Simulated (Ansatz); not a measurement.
input.yaml (Ansatz 0.2.0):

```yaml
crystal:
  lattice:
    - [3.4919759686, 0.0, 0.0]
    - [-1.7459879843, 3.0241398982, 0.0]
    - [0.0, 0.0, 10.9735929336]
  atoms:
    - { symbol: Lu, position: [0.0, 0.0, 0.0] }
    - { symbol: Lu, position: [0.0, 0.0, 0.5] }
    - { symbol: Lu, position: [0.3333333333, 0.6666666667, 0.25] }
    - { symbol: Lu, position: [0.6666666667, 0.3333333333, 0.75] }
basis:
  ecutwfc: 420
  ecutrho_ratio: 4
kpoints:
  mp_grid: { grid: [14, 14, 4] }
hamiltonian:
  xc: pbe
scf:
  occupations: { method: gaussian, width: 0.05 }
output:
  forces: true
  stress: true
  eigenvalues: true
  populations: true
magnetization:
  noncollinear: true
  spin_orbit: true
relax:
  f_tol: 0.02
  max_steps: 40
  cell: { stress_tol: 0.2, fix: [volume] }
```

At room temperature and ambient pressure Lu is hcp.

Output, machine lines left out:

```
Lu: projections on atomic orbitals take those of the free atom [Kr 4d10] 4f14 5s2 5p6 5d1 6s2, of charge +0.00 (hamiltonian.pseudopotentials.projection_atoms); the dataset's partial waves leave at most 6.8e-7 of an orbital's norm unspanned inside its sphere
Pseudopotentials: kind: paw_fr
Pseudopotential: Lu, paw_fr, valence charge 25, recommended cutoff 420 eV (normal), Lu.paw.azcp#standard-fr
Crystal: 4 atoms, lattice volume = 115.884 Å³
Basis set: ecut = 420 eV, 2239 PW (Γ), exchange–correlation on 48×48×150 points (8 copies of the dense FFT grid, shifted against one another)
Bands: 120, of which v1, the nominal top of the filled ones, is band 100 counted from 1 (99 counted from 0)
Symmetry: 24 space group operations + 24 with time reversal
Magnetic group: BNS 194.264 (UNI 1494), of the structure as read, at distance tolerance 4.9e-5 Å
k-points: 72 of 784
Projection manifold: j_resolved (fully-relativistic pseudo-atomic orbitals)
Initial density: superposition of atomic densities (chi_scale 0.1, normalization cell)
Initial wavefunctions: pseudopotential atomic-orbital guess
Functional: x = pbe(κ = 0.804, μ = 0.21951), c = pbe(β = 0.06672)
```

SCF trace (energy estimate counted from the last row; the run made several SCF loops, for ionic steps, more bands or searches for a lower state, numbered loop.iteration):
```
iteration  ΔE (eV)  density residual (eV)  M (μB)
      1.1   -0.138                5.66e-1  0.00e0
      1.2   -0.070                3.32e-1  0.00e0
      1.3   -0.024                1.26e-1  0.00e0
      1.4    0.012                6.93e-3  0.00e0
      1.5    0.008                8.82e-3  0.00e0
      1.6    0.009                6.86e-4  0.00e0
      1.7    0.009                4.17e-5  0.00e0
      1.8    0.009                5.46e-6  0.00e0
      1.9    0.009                3.23e-7  0.00e0
     1.10    0.009                2.27e-8  0.00e0
      2.1  4.9e-04                3.32e-4  0.00e0
      2.2  5.3e-04                2.21e-4  0.00e0
      2.3  5.2e-04                1.26e-5  0.00e0
        …        …                      …       …
      4.2  3.0e-06                6.43e-8  0.00e0
      4.3    0.000                6.42e-9  0.00e0
      4.4    0.000                2.36e-9  0.00e0
      4.5    0.000               5.50e-10  0.00e0
```

```
SCF converged after 5 iterations
Magnetization: |M| = 0.0000 μB,  M = (+0.0000, +0.0000, +0.0000) μB
Absolute magnetization: 0.0000 μB (∫|m|)
  site 0: m = (+0.0000, +0.0000, +0.0000) μB, |m| = 0.0000 μB  (R = 1.42 Å)
  site 1: m = (+0.0000, +0.0000, +0.0000) μB, |m| = 0.0000 μB  (R = 1.42 Å)
  site 2: m = (+0.0000, +0.0000, +0.0000) μB, |m| = 0.0000 μB  (R = 1.42 Å)
  site 3: m = (+0.0000, +0.0000, +0.0000) μB, |m| = 0.0000 μB  (R = 1.42 Å)
Free energy (F): -58998.205701 eV
E sigma→0 (E₀):  -58998.202020 eV
Entropy (-TS):   -0.007362 eV (-1.841 meV/atom)
Fermi energy:    13.823455 eV
--- Per-component energies (eV) ---
  E_band       = -9.595828
  E_kinetic    = 1674.075649
  E_local      = -26861.420176  (includes V_loc(G=0)·N_el)
  E_nonlocal   = 2302.816927
  E_hartree    = 11249.392766
  E_xc         = -870.585062
  E_vxc        = -1030.607736  (∫ρ·V_xc dr)
  E_paw        = -29566.208467  (= ΣΔE_a)
  E_vpaw       = 1406.754382  (= ΣTr[D̂ρ^β])
  E_aug_tail   = 0.000123  (compensation charges beyond the density's cutoff)
  E_ewald      = -16926.270099
  E_smearing   = -0.007362  (= −TS)
--- Forces (eV/Å), atoms counted from 1 ---
  atom   1  Lu     0.00000000     0.00000000     0.00000000
  atom   2  Lu     0.00000000     0.00000000     0.00000000
  atom   3  Lu     0.00000000     0.00000000     0.00000000
  atom   4  Lu     0.00000000     0.00000000     0.00000000
--- Stress (GPa, compression-positive) ---
       -0.345742       0.000000       0.000000
        0.000000      -0.345742       0.000000
        0.000000       0.000000      -0.466429
  P = ⅓ Tr σ = -0.3860 GPa (-3.860 kbar)
--- Relaxed structure (3 steps of the walk, 3 accepted, 1 SCFs on fresh bases) ---
  F+E_penalty+E_count = -58998.20570097 eV   max|allowed force component| = 3.701e-17 eV/Å   (the final SCF, on the basis selected at the relaxed cell)
  cell:  # Å, volume = 115.8836 Å³
    - [3.46208, 0.0, 0.0]
    - [-1.73104, 2.99825, 0.0]
    - [0.0, 0.0, 11.16390]
  atoms:
    - { symbol: Lu, position: [0.00000, 0.00000, 0.00000] }
    - { symbol: Lu, position: [0.00000, 0.00000, 0.50000] }
    - { symbol: Lu, position: [0.33333, 0.66667, 0.25000] }
    - { symbol: Lu, position: [0.66667, 0.33333, 0.75000] }
--- Löwdin populations: 4 sites ---
  site symbol       q [e]
     0     Lu     24.9515
     1     Lu     24.9515
     2     Lu     24.9224
     3     Lu     24.9224
```

In short (PBE+SOC): energy lowered by 2.2 meV/atom, pressure -0.4 GPa, gap on the mesh zero (metallic).

It took about 22 core-minutes on a shared host.
